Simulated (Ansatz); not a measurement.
Ga:
```
CELL_PARAMETERS angstrom
      3.82708    -2.28483     0.00000
      3.82708     2.28483     0.00000
      0.00000     0.00000     4.54470
ATOMIC_POSITIONS crystal
  Ga 0.98954 0.33463 0.25000
  Ga 0.01046 0.66537 0.75000
  Ga 0.33463 0.98954 0.75000
  Ga 0.66537 0.01046 0.25000
```

Relaxed with PBEsol. Special points in fractions of this cell's reciprocal vectors: Γ (0.000, 0.000, 0.000); Y (0.500, 0.500, 0.000); F0 (0.339, 0.661, 0.000); Δ0 (-0.339, 0.339, 0.000); Z (0.000, 0.000, 0.500); B0 (-0.339, 0.339, 0.500); G0 (0.339, 0.661, 0.500); T (0.500, 0.500, 0.500); S (0.000, 0.500, 0.000); R (0.000, 0.500, 0.500).

Question: List the band energies nearest the Fermi level at these points for plane-wave PAW PBEsol (Ansatz code).

Answer: In eV from the Fermi level; about four levels below and three above (degenerate sets whole), none deeper than 8.9 eV; points with the same levels are listed once.

| k | below | above |
|---|---|---|
| Γ | -3.33 -2.26 -1.93 -1.01 | 0.94 1.14 2.55 |
| Y | -4.18 -2.71 -1.87 -1.80 | 0.41 1.18 3.50 |
| F0 | -1.20 -0.99 -0.57 -0.14 | 0.29 3.16 3.22 |
| Z | -0.50 -0.50 -0.13 -0.13 | 0.08 0.08 2.97 2.97 |
| B0 | -6.35 -6.35 -3.27 -3.27 | 4.30 4.30 5.25 5.25 |
| T | -5.57 -5.57 -1.94 -1.94 | 0.26 0.26 6.89 6.89 |
| S | -1.28 -0.40 -0.30 -0.13 | 3.59 4.43 5.76 |
| R | -6.12 -6.12 -1.48 -1.48 | 0.88 0.88 6.85 6.85 |

Space group Cmcm. The first step of the workflow began from a Materials Project structure, measured or hypothetical; the Crystallography Open Database files this formula in space group No. 63, but the cells were not matched. It is not the phase usual at ambient conditions (space group No. 64). The PBEsol relaxation kept the symmetry of its start; whether a distortion lowers the energy is not shown. Scalar-relativistic: spin–orbit coupling is off unless named, which matters more the heavier the elements.

Potentials: the earlier of the program's two PAW sets. The files were generated under PBE; for other functionals the program regenerates the frozen cores, and for LDA and PBEsol the local potential too.
